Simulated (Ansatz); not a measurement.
MgI$_{2}$ (CdI2 type, space group No. 164) under volume change, DFT-LDA in the program Ansatz with PAW potentials, shape and atoms relaxed at each volume.

| V (Å³/atom) | E − E(relaxed) (meV/atom) | P (GPa) |
|---|---|---|
| 29.199 | ___ | ___ |
| 30.162 | 8.0 | 1.46 |
| 31.124 | ___ | ___ |
| 32.087 | 0.0 | 0.00 |
| 33.050 | 1.4 | -0.47 |
| 34.012 | 4.9 | -0.71 |
| 34.975 | 9.5 | -0.81 |

What belongs in the gaps?


- 29.199, E − E(relaxed) (meV/atom): 19.9
- 29.199, P (GPa): 2.54
- 31.124, E − E(relaxed) (meV/atom): 1.8
- 31.124, P (GPa): 0.63

What does a third-order Birch–Murnaghan fit give for V₀, B₀ and B′?

V₀ = 32.09 Å³/atom, B₀ = 16.7 GPa, B′ = 11.2.

Space group P-3m1 (CdI2 type). The LDA relaxation kept the symmetry of its start; phonons on a q-mesh show no instability. A crystal of weakly bound layers computed without a dispersion correction: the cell and the soft elastic constants depend strongly on that. Spin–orbit coupling is left out wherever it is not named.

Potentials: the later of the program's two PAW sets.
